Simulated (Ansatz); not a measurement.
**Contact hyperfine fields in MnSi**

Cell: a structure deposited in the COD, its atoms then relaxed with PBE in this cell.

Space group P2_13 (No. 198); a = 4.5561 Å.

```csv
site,Wyckoff,site symmetry,x,y,z
Mn,4a,.3.,0.1356,0.1356,0.1356
Si,4a,.3.,0.8449,0.8449,0.8449
```

One atom of each set is listed.

All values are calculated (Ansatz; DFT, r2SCAN, plane waves and PAW, scalar-relativistic, collinear spin, 500 eV cutoff, Γ-centred 7×7×7 k-points, Fermi–Dirac smearing 0.05 eV), not measured. Start moments as typed (μB): 3 on each Mn, none on the rest.

B_c = (2μ₀/3)μB(ρ↑ − ρ↓), with the spin density averaged over the Thomson radius around the nucleus, 7.77 T per e/Å³, positive along the up direction of the run. The valence column is what the valence and semicore waves of the PAW files give as listed; the rest comes from solving these waves and the inner shells again in each spin's potential.

Task: What moments and contact fields does each site carry?

Result: The cell's net moment is 8.08 μB; the site moments, counted in spheres around the atoms, add up to 8.20 μB, and the difference lies between the spheres. One atom of each set is listed.

```tsv
site	m (μB)	B_c (T)	valence column (T)	rest (T)
Mn	2.18	-18.4	21.7	-40.1
Si	-0.12	-19.4	-18.5	-0.9
```

On Mn the field amounts to -8.5 T per μB of the site's moment: core polarisation sets it against the moment.

The largest force is 0.4 eV/Å, so the atoms aren't at the calculated equilibrium and relaxing them would move these values. The program didn't check the stability of this electronic state in full, so a lower one may lie near. The magnetic order is the one that the run reached from its start moments, not necessarily the measured one. The run finds no gap above 0.1 eV, so moments and fields hang on the k-mesh and the smearing. Semilocal functionals underestimate the core's part of the field; in a metal the conduction electrons' part and a positive orbital field can offset that, so a measured field can be larger or smaller. Orbital and dipolar fields are left out.

Hardware: 1 thread of Arm Neoverse V2 (aarch64; 32 cores open to the job, memory cap 3.0 GiB, no GPU), a shared host with a load of 0.7 a core. Wall time 2.2 min, CPU time 2.2 min, peak memory 0.67 GiB.
